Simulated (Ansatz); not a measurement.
H4BrN:
```
H4BrN
1.0
    4.00135     0.00000     0.00000
    0.00000     4.00135     0.00000
    0.00000     0.00000     4.00135
H Br N
4 1 1
Direct
  0.14877   0.14877   0.85123
  0.14877   0.85123   0.14877
  0.85123   0.85123   0.85123
  0.85123   0.14877   0.14877
  0.50000   0.50000   0.50000
  0.00000   0.00000   0.00000
```

x, y and z are the axes in which the lattice vectors are written.

Question: Give the proper piezoelectric stress tensor with relaxed ions from plane-wave PAW r²SCAN+D4 (Ansatz code).

Answer: In C/m², rows x, y, z, Voigt columns; mesh uncertainty up to 0.00.
```
0.00  0.00  0.00  0.06  0.00  0.00
0.00  0.00  0.00  0.00  0.06  0.00
0.00  0.00  0.00  0.00  0.00  0.06
```

The elastic tensor of the same run (GPa):

```
42.1  13.1  13.1   0.0   0.0   0.0
13.1  42.1  13.1   0.0   0.0   0.0
13.1  13.1  42.1   0.0   0.0   0.0
 0.0   0.0   0.0  11.4   0.0   0.0
 0.0   0.0   0.0   0.0  11.4   0.0
 0.0   0.0   0.0   0.0   0.0  11.4
```

Question: Convert to strain constants d = e·S.

Answer: In pC/N:
```
0.0  0.0  0.0  5.6  0.0  0.0
0.0  0.0  0.0  0.0  5.6  0.0
0.0  0.0  0.0  0.0  0.0  5.6
```

Space group P-43m. The first step of the workflow began from a Materials Project structure, measured or hypothetical; the Crystallography Open Database files this formula in space group No. 215, but the cells were not matched. Its standing as an ambient phase is unchecked. The r²SCAN+D4 relaxation kept the symmetry of its start; phonons on a q-mesh show no instability.

Potentials: the later of the program's two PAW sets.
